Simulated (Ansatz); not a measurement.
Relaxed-ion elastic tensor of BN in space group R3m (No. 160; B on 3a, N on 3a) in GPa (Voigt order), the program Ansatz at the r²SCAN+D4 level (PAW); density 2.32 g/cm³, 8.89 Å³ per atom.

```
 927   201  -1.5   3.6   0.0   0.0
 201   927  -1.5  -3.6   0.0   0.0
-1.5  -1.5  33.7   0.0   0.0   0.0
 3.6  -3.6   0.0   5.9   0.0   0.0
 0.0   0.0   0.0   0.0   5.9   3.6
 0.0   0.0   0.0   0.0   3.6   363
```

Question: Is the crystal mechanically stable?

Answer: Yes: the smallest eigenvalue of C is 5.9 GPa.

Question: Work out the Voigt and Reuss bounds. Is their mean of use?

Answer: K_V = 254, K_R = 31.7; G_V = 188, G_R = 13.0 GPa. The bounds lie so far apart that a Hill average or a Debye temperature from it would say little.

The first step of the workflow began from a Materials Project structure, measured or hypothetical; the Crystallography Open Database copy checked does not list it. It is not the phase usual at ambient conditions (space group No. 186, 194, 216). Symmetry was held in the r²SCAN+D4 relaxation; its stability against distortions is not shown here.

Potentials: the earlier of the program's two PAW sets. The files were generated under PBE; for other functionals the program regenerates the frozen cores, and for LDA and PBEsol the local potential too.
